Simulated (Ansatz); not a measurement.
## Trial structures of Si₃BTe₂: starts and ends

These are results of Ansatz 0.2.0, DFT PBE, scalar-relativistic, plane waves, PAW, not measurements. Settings: cutoff 420 eV, Γ-centred meshes spaced at most about 0.3 Å⁻¹, and about 0.25 Å⁻¹ or finer for metals (2π included), Gaussian smearing. No spin polarisation in the final relaxations.

Each guess was relaxed in cell and atoms at zero pressure, within the symmetry of its start. Temperature and zero-point effects are left out. Coordination counts all near atoms (for each partner element, those within 1.25 times its shortest distance or 1.15 times the sum of covalent radii, where it is the nearest in units of that sum or under 1.3; a plus sign parts groups by distance over the sum of covalent radii; the shortest distance is added where it exceeds 1.18 times the sum of covalent radii; a slash parts the counts of unlike sites).

```csv
guess,made from,start group,V start (Å³/atom),end group,V end (Å³/atom),coordination at the end,gap on mesh (eV),E over the lowest end (meV/atom)
1,MnAl2Cr3 type,P4mm,21.2,P4mm,20.7,"Si 4/5, B 1+4, Te 5",0,38
2,Mn3CoAs2 type,P-4m2,17.6,P-4m2,19.5,"Si 8, B 8 from 2.4 Å, Te 8",0,0
3,LuB2Ru3 type,P6/mmm,19.9,?,?,?,?,?
4,random cell,P4/mmm,22.7,P4/mmm,25.0,"Si 2/4, B 4, Te 6",0,902
5,Pr3MgAl2 type,P4/mmm,24.6,P4/mmm,20.0,"Si 1+4/8 from 3.2 Å, B 8 from 2.4 Å, Te 4+4+4",0,317
```

Guess 3 as it starts:

```cif
data_structure
_symmetry_space_group_name_H-M 'P 1'
_symmetry_Int_Tables_number 1
_cell_length_a 6.2921
_cell_length_b 6.2921
_cell_length_c 3.4890
_cell_angle_alpha 90.000
_cell_angle_beta 90.000
_cell_angle_gamma 120.000
_cell_volume 119.63
loop_
_atom_site_label
_atom_site_type_symbol
_atom_site_fract_x
_atom_site_fract_y
_atom_site_fract_z
_atom_site_occupancy
Si1 Si 0.50000 0.00000 0.50000 1
Si2 Si 0.50000 0.50000 0.50000 1
Si3 Si 0.00000 0.50000 0.50000 1
B1 B 0.00000 0.00000 0.00000 1
Te1 Te 0.33333 0.66667 0.00000 1
Te2 Te 0.66667 0.33333 0.00000 1
```

**Question.** Predict the end of this guess and its energy over the lowest end.

**Answer.** It ends in space group P6/mmm (No. 191), with a = 5.119 Å, c = 5.728 Å, 21.7 Å³/atom and no gap. It lies 0.71 eV/atom over the lowest end, above guess 5 and below guess 4. Counting all near atoms, this end has Si 8, B 6 from 3.0 Å, Te 3+6 and the lowest (guess 2) has Si 8, B 8 from 2.4 Å, Te 8. This end holds Te–Te nets (shortest 2.96 Å); the lowest (guess 2) holds Si–Si nets (shortest 2.40 Å).

```yaml
crystal:
  lattice:
    - [5.11869, 0.00000, 0.00000]
    - [-2.55934, 4.43291, 0.00000]
    - [0.00000, 0.00000, 5.72786]
  atoms:
    - { symbol: Si, position: [0.50000, 0.00000, 0.50000] }
    - { symbol: Si, position: [0.50000, 0.50000, 0.50000] }
    - { symbol: Si, position: [0.00000, 0.50000, 0.50000] }
    - { symbol: B, position: [0.00000, 0.00000, 0.00000] }
    - { symbol: Te, position: [0.33333, 0.66667, 0.00000] }
    - { symbol: Te, position: [0.66667, 0.33333, 0.00000] }
```

Energies over the elements count from the elements' standard structures at the same level, with no fitted energy shifts.

**Question.** Is the lowest end bound against the elements?

**Answer.** No: its formation energy is +0.50 eV/atom. A positive value: parting into the elements would lower its energy.

Weakly bound directions are ill-defined at this level, which has no dispersion term (P-4m2, P4mm, P4/mmm at 20.0 Å³/atom, P6/mmm), and this can change margins and order among such cells. Spin–orbit coupling, which can matter for Te, is left out. In P-4m2, P4mm, P4/mmm at 20.0 Å³/atom, P6/mmm, P4/mmm at 25.0 Å³/atom an odd number of electrons in the primitive cell allows no gap without spin; a larger cell or a magnetic state could open one. A magnetic state wasn't ruled out in cells without spin, among them P-4m2, P4mm, P4/mmm at 20.0 Å³/atom, P6/mmm, P4/mmm at 25.0 Å³/atom. The reference form of Te is held partly by dispersion forces, which this level lacks. Cells relaxed within their symmetry can be saddle points. A lower structure may well exist outside this small set. Some candidate types were left out of the draw beforehand, so a known form may be missing.
